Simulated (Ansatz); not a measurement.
# Property card for Rb₂AgSbCl₆

Rb$_{2}$AgSbCl$_{6}$:
```
CELL_PARAMETERS angstrom
      0.00000     5.31423     5.31423
      5.31423     0.00000     5.31423
      5.31423     5.31423     0.00000
ATOMIC_POSITIONS crystal
  Rb 0.75000 0.75000 0.75000
  Rb 0.25000 0.25000 0.25000
  Ag 0.50000 0.50000 0.50000
  Sb 0.00000 0.00000 0.00000
  Cl 0.75140 0.24860 0.24860
  Cl 0.24860 0.75140 0.75140
  Cl 0.24860 0.75140 0.24860
  Cl 0.75140 0.24860 0.75140
  Cl 0.24860 0.24860 0.75140
  Cl 0.75140 0.75140 0.24860
```

Space group Fm-3m (No. 225); conventional cell a = 10.6285 Å, b = 10.6285 Å, c = 10.6285 Å, α = 90.00°, β = 90.00°, γ = 90.00°.

Method: plane-wave PAW r²SCAN (Ansatz code). Geometry: relaxed at this level of theory. Other levels are named where they apply.

### Cell and energy

```yaml
volume_per_atom: 30.02 Å³
density: 3.39 g/cm³
Formation energy from the elements (no fitted shifts): -1.40 eV/atom
```

### Electronic structure

```yaml
band_gap: 1.60 eV (indirect)
valence_band_maximum: at X
conduction_band_minimum: at L (4 equivalent valleys)
smallest_direct_gap_on_the_standard_path: 2.67 eV
electron_effective_mass: 0.35, 0.35, 0.40 mₑ (principal values)
Electron effective mass with spin–orbit coupling: 0.36, 0.36, 0.42 mₑ (principal values)
hole_effective_mass: 0.19, 0.82, 0.82 mₑ (principal values)
Hole effective mass with spin–orbit coupling: 0.19, 0.82, 0.82 mₑ (principal values)
HSE06 gap on the r²SCAN cell: 2.16 eV
Gap with spin–orbit coupling: 1.56 eV
```

### Mechanics

```yaml
Bulk modulus (Birch–Murnaghan fit): 28.9 GPa
Pressure derivative B′: 5.6
```

### Charges

```yaml
bader_charges: Rb +0.91, Ag +0.65, Sb +1.66, Cl -0.69 e
```

The first step of the workflow began from a Materials Project structure, measured or hypothetical; the Crystallography Open Database copy checked does not list it. Its standing as an ambient phase is unchecked. The cell was relaxed with r²SCAN under the symmetry of its start; its stability against distortions is not shown here. The run is not spin-polarised. The references are the lowest solids computed at this level, not always the standard phases (solids in place of the gases). Scalar-relativistic: spin–orbit coupling is off unless named, which matters more the heavier the elements.

Potentials: the later of the program's two PAW sets.
